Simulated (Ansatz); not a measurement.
Consider the following.

MoSe₂:
```cif
data_Mo2Se4
_chemical_formula_sum 'Mo2 Se4'
_space_group_name_H-M_alt 'P 1'
_space_group_IT_number 1
_cell_length_a 3.24820
_cell_length_b 3.24820
_cell_length_c 12.74192
_cell_angle_alpha 90.000
_cell_angle_beta 90.000
_cell_angle_gamma 120.000
loop_
_space_group_symop_operation_xyz
  'x, y, z'
loop_
_atom_site_label
_atom_site_type_symbol
_atom_site_fract_x
_atom_site_fract_y
_atom_site_fract_z
_atom_site_occupancy
Mo1 Mo 0.66667 0.33333 0.75000 1
Mo2 Mo 0.33333 0.66667 0.25000 1
Se1 Se 0.33333 0.66667 0.88007 1
Se2 Se 0.66667 0.33333 0.11993 1
Se3 Se 0.66667 0.33333 0.38007 1
Se4 Se 0.33333 0.66667 0.61993 1
```

This is the LDA-relaxed structure.

### Question
All from LDA in the plane-wave PAW code Ansatz, unless another level is named. Estimate the smallest direct gap on the standard path.

### Answer
1.52 eV.

### Question
And the electron effective mass?

### Answer
0.44, 0.44, 0.64 mₑ (principal values).

### Question
And the weight of the valence-edge state by species (Voronoi cells)?

### Answer
Mo 62 %, Se 38 %.

Space group P6_3/mmc. The LDA relaxation kept the symmetry of its start; phonons on a q-mesh show no instability. The run is not spin-polarised. A crystal of weakly bound layers computed without a dispersion correction: the cell and the soft elastic constants depend strongly on that. Spin–orbit coupling is left out wherever it is not named.

Potentials: the earlier of the program's two PAW sets.
